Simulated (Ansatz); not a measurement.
**Structure optimisation: titanium, dhcp**

The calculation used DFT, PBE, plane waves (420 eV) with PAW, scalar-relativistic in Ansatz 0.2.0.

k-point mesh 12×12×4, Fermi-Dirac smearing 0.05 eV, starting moments 1.00 ×4 μB. Cell and atoms relax.

Starting structure:

```cif
data_structure
_symmetry_space_group_name_H-M 'P 1'
_symmetry_Int_Tables_number 1
_cell_length_a 2.9229
_cell_length_b 2.9229
_cell_length_c 9.5463
_cell_angle_alpha 90.000
_cell_angle_beta 90.000
_cell_angle_gamma 120.000
_cell_volume 70.63
loop_
_atom_site_label
_atom_site_type_symbol
_atom_site_fract_x
_atom_site_fract_y
_atom_site_fract_z
_atom_site_occupancy
Ti1 Ti 0.00000 0.00000 0.00000 1
Ti2 Ti 0.00000 0.00000 0.50000 1
Ti3 Ti 0.33333 0.66667 0.25000 1
Ti4 Ti 0.66667 0.33333 0.75000 1
```

What cell does the relaxation end in?

P6_3/mmc with a = 2.935 Å, c = 9.371 Å (c/a = 3.192); 17.48 Å³ per atom against 17.66 at the start (-1.0 %).

How much energy does the relaxation gain?

2.9 meV per atom.

Path of the relaxation (the plane waves are chosen anew near the end, which can shift the energy a little):

```tsv
step	E − E(final) (meV/atom)	V (Å³/atom)	P (GPa)	max force (eV/Å)
0	2.89	17.658	-1.11	0.000
1	1.49	17.223	1.69	0.000
2	-0.01	17.502	-0.14	0.000
3	-0.02	17.480	0.00	0.000
4	0.00	17.480	0.00	0.000
```

Which magnetic state does it end in?

non-magnetic.
